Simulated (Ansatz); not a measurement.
ScTi$_{3}$N (anti-perovskite, Pm-3m), a = b = c = 4.241 Å, α = β = γ = 90.00°.

Relaxed with r²SCAN.

Task: Which orbitals make up the states near the Fermi level in plane-wave PAW r²SCAN (Ansatz code)?

Result: Within 0.5 eV of the Fermi level: Ti 3d 65 %, Sc 3d 22 %, outside the projected shells 8 %. Projections are on Löwdin-orthogonalised atomic valence shells; empty p or d shells of many metals are not among them.

Task: Tabulate the density of states.

Result: States/eV per cell of 5 atoms, in 0.25 eV bins, energy from the Fermi level.

```csv
E (eV),total,Ti 3d,N 2p,Sc 3d
-7.85,0.00,0.00,0.00,0.00
-7.60,0.00,0.00,0.00,0.00
-7.35,0.00,0.00,0.00,0.00
-7.10,0.00,0.00,0.00,0.00
-6.85,0.00,0.00,0.00,0.00
-6.60,0.00,0.00,0.00,0.00
-6.35,0.00,0.00,0.00,0.00
-6.10,0.63,0.19,0.35,0.02
-5.85,4.10,0.91,2.37,0.05
-5.60,3.40,0.66,1.98,0.04
-5.35,2.54,0.47,1.48,0.03
-5.10,2.88,0.48,1.43,0.03
-4.85,1.81,0.39,1.13,0.03
-4.60,1.94,0.41,1.29,0.03
-4.35,2.75,0.59,1.88,0.04
-4.10,2.71,0.50,1.92,0.06
-3.85,1.08,0.15,0.80,0.02
-3.60,1.75,0.36,0.94,0.03
-3.35,0.87,0.28,0.15,0.02
-3.10,1.02,0.34,0.11,0.03
-2.85,1.25,0.42,0.09,0.05
-2.60,1.27,0.46,0.06,0.05
-2.35,2.19,1.06,0.04,0.09
-2.10,2.28,1.22,0.05,0.37
-1.85,2.30,1.27,0.05,0.43
-1.60,2.48,1.36,0.04,0.46
-1.35,3.82,2.26,0.06,0.72
-1.10,5.57,3.48,0.11,1.01
-0.85,4.99,3.62,0.15,0.69
-0.60,6.49,5.01,0.14,0.86
-0.35,6.10,4.61,0.09,0.93
-0.10,6.36,3.85,0.09,1.62
0.15,4.82,2.55,0.05,1.29
0.40,3.36,2.16,0.03,0.85
0.65,4.51,3.61,0.04,0.63
0.90,4.85,3.93,0.04,0.55
1.15,3.86,2.93,0.03,0.60
1.40,6.27,4.87,0.04,1.13
1.65,8.17,6.94,0.06,0.96
1.90,5.72,4.93,0.05,0.57
2.15,4.54,3.13,0.21,0.97
2.40,4.67,2.88,0.32,1.21
2.65,2.94,2.03,0.19,0.58
2.90,3.51,2.73,0.14,0.50
```

The start of the workflow was typed in or built on a structure type; neither database checked (COD, Materials Project) lists it. Its standing as an ambient phase is unchecked. The r²SCAN relaxation kept the symmetry of its start; its stability against distortions is not shown here. The workflow began spin-polarised and lost its moments.

Potentials: the earlier of the program's two PAW sets. The files were generated under PBE; for other functionals the program regenerates the frozen cores, and for LDA and PBEsol the local potential too.
